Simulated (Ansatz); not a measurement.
Sb2W:
```xyz
6
Lattice="5.0152 1.8061 0.0000 -5.0152 1.8061 0.0000 -4.0986 0.0000 7.1285" Properties=species:S:1:pos:R:3 pbc="T T T"
W     -4.3273     1.8061     1.3979
W      0.2286     1.8061     5.7306
Sb     1.6089     1.8061     3.2797
Sb    -5.7075     1.8061     3.8488
Sb    -2.6858     1.8061     6.3536
Sb    -1.4129     1.8061     0.7748
```

Relaxed with r²SCAN. Special points in fractions of this cell's reciprocal vectors: Γ (0.000, 0.000, 0.000); C (0.293, 0.293, 0.000); C2 (-0.293, 0.707, 0.000); Y2 (-0.500, 0.500, 0.000); M2 (-0.500, 0.500, 0.500); D (-0.267, 0.733, 0.500); D2 (0.267, 0.267, 0.500); A (0.000, 0.000, 0.500); L2 (0.000, 0.500, 0.500); V2 (0.000, 0.500, 0.000).

**Question.** List the band energies nearest the Fermi level at these points for DFT-r²SCAN in the program Ansatz with PAW potentials.

**Answer.** In eV from the Fermi level; about four levels below and three above (degenerate sets whole), none deeper than 8.9 eV; points with the same levels are listed once.

| k | below | above |
|---|---|---|
| Γ | -2.07 -1.88 -1.35 -0.54 | 0.80 1.81 1.97 |
| C | -2.48 -2.06 -1.94 -0.25 | 0.15 0.66 1.08 |
| Y2 | -1.34 -0.78 -0.72 -0.50 | 1.49 1.82 1.87 |
| M2 | -1.51 -1.30 -1.10 -0.69 | 0.57 0.81 1.18 |
| D | -2.88 -2.51 -1.44 -0.13 | 0.61 0.99 1.13 |
| A | -2.28 -1.75 -1.15 -0.89 | 0.85 1.26 1.62 |
| L2 | -2.59 -2.34 -1.36 -0.54 | 0.44 1.04 1.13 |
| V2 | -2.88 -2.76 -2.29 -1.81 | 0.34 1.10 1.19 |

Space group C2/m. The start of the workflow was typed in or built on a structure type; neither database checked (COD, Materials Project) lists it. Whether it is the stable phase at ambient conditions was not checked. The r²SCAN relaxation kept the symmetry of its start; its stability against distortions is not shown here. No spin polarisation was allowed. The volume moved by -21 % from the start of the relaxation. Its formation energy is positive at this level, so the cell may be metastable or incomplete. Scalar-relativistic: spin–orbit coupling is off unless named, which matters more the heavier the elements.

Potentials: the earlier of the program's two PAW sets. The files were generated under PBE; for other functionals the program regenerates the frozen cores, and for LDA and PBEsol the local potential too.
